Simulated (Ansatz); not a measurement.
La2O3 (A-La2O3 type, space group P-3m1)

```yaml
crystal:
  lattice:
    - [3.94027, 0.00000, 0.00000]
    - [-1.97014, 3.41238, 0.00000]
    - [0.00000, 0.00000, 6.18799]
  atoms:
    - { symbol: La, position: [0.33333, 0.66667, 0.24739] }
    - { symbol: La, position: [0.66667, 0.33333, 0.75261] }
    - { symbol: O, position: [0.00000, 0.00000, 0.00000] }
    - { symbol: O, position: [0.33333, 0.66667, 0.64528] }
    - { symbol: O, position: [0.66667, 0.33333, 0.35472] }
```

Equation-of-state scan: isotropic scaling of the cell above, V₀ being its volume. The atoms relax within the cell's symmetry.

All values below come from PBE (plane waves to 420 eV, PAW, scalar-relativistic; Ansatz, a program for electronic structure). k mesh 10×10×6 (Γ-centred), Fermi-Dirac smearing 0.05 eV. E stands for the smeared free energy. La2O3 is run without spin polarisation. La2O3 was relaxed with its symmetry unable to fall. ΔE is measured from the relaxed starting cell.

Question: Give the computed ΔE (eV/atom) at V/V₀ = 0.840, 0.880, 0.920, 0.960, 1.040, 1.080, 1.120, 1.160.

Answer: 
| V/V₀ | ΔE (eV/atom) |
|---|---|
| 0.840 | 0.2152 |
| 0.880 | 0.1116 |
| 0.920 | 0.0459 |
| 0.960 | 0.0106 |
| 1.040 | 0.0091 |
| 1.080 | 0.0341 |
| 1.120 | 0.0718 |
| 1.160 | 0.1194 |

(A scan under strain: stresses follow from slopes of the energy per volume, elastic moduli from its curvatures.)
